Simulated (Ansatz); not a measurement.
# Relaxing an invented Li5Ge structure

Level of theory: DFT PBE, scalar-relativistic, plane waves, PAW (Ansatz). Cutoff 420 eV, Gaussian smearing, Γ-centred meshes. Cell and atoms relax first on a coarse mesh and then on a finer one. In between, the cell is made exact in the group found at 0.06 Å. In metals the finer mesh still leaves noise of several meV/atom or more. The steps can't lower the symmetry of their start. No spin polarisation.

The cell of Li5Ge is invented: random cell by space group and Wyckoff sites (P4/mmm, No. 123). The dimensions are guesses.

```cif
data_structure
_symmetry_space_group_name_H-M 'P4/mmm'
_symmetry_Int_Tables_number 123
_cell_length_a 4.3070
_cell_length_b 4.3070
_cell_length_c 5.0281
_cell_angle_alpha 90.000
_cell_angle_beta 90.000
_cell_angle_gamma 90.000
_cell_volume 93.27
loop_
_atom_site_label
_atom_site_type_symbol
_atom_site_symmetry_multiplicity
_atom_site_Wyckoff_symbol
_atom_site_fract_x
_atom_site_fract_y
_atom_site_fract_z
_atom_site_occupancy
Li1 Li 4 i 0.00000 0.50000 0.21429 1
Li2 Li 1 d 0.50000 0.50000 0.50000 1
Ge1 Ge 1 b 0.00000 0.00000 0.50000 1
```

The zero of energy is the elements' standard structures at the same level; no fitted shifts are applied.

Question: Describe the relaxed structure.

Answer: The symmetry stays P4/mmm (No. 123). The volume per atom grows by 12.9 %, from 15.5 to 17.6 Å³. The shortest distance goes from 2.15 Å (Li–Li) to 2.78 Å (Li–Ge and Li–Li). The ratio c/a of the conventional cell changes by a factor of 1.44. Conventional cell: a = 3.972 Å, c = 6.676 Å. Around Li on a site of symmetry 2mm lie 2 Ge at 2.78 Å and 7 Li at 2.78–2.81 Å; Li on a site of symmetry 4/mmm is surrounded by 8 Li at 2.78 Å and 4 Ge at 2.81 Å; around Ge lie 12 Li at 2.78–2.81 Å.

```yaml
crystal:
  lattice:
    - [3.97183, 0.00000, 0.00000]
    - [0.00000, 3.97183, 0.00000]
    - [0.00000, 0.00000, 6.67573]
  atoms:
    - { symbol: Li, position: [0.00000, 0.50000, 0.20908] }
    - { symbol: Li, position: [0.50000, 0.00000, 0.20908] }
    - { symbol: Li, position: [0.00000, 0.50000, 0.79092] }
    - { symbol: Li, position: [0.50000, 0.00000, 0.79092] }
    - { symbol: Li, position: [0.50000, 0.50000, 0.50000] }
    - { symbol: Ge, position: [0.00000, 0.00000, 0.50000] }
```

Question: Give its energy and gap.

Answer: The formation energy is −0.15 eV/atom. The gap on the 10×10×6 mesh of the 6-atom cell is 0 eV (a metal).

It lies below the elements, which doesn't yet make it stable against other compounds or structures.

The last run used Gaussian smearing of 0.10 eV. A structure relaxed within its symmetry needn't be a true minimum. In all, the 3 runs took 2.2 min on 1 thread of Arm Neoverse V2 (shared host).
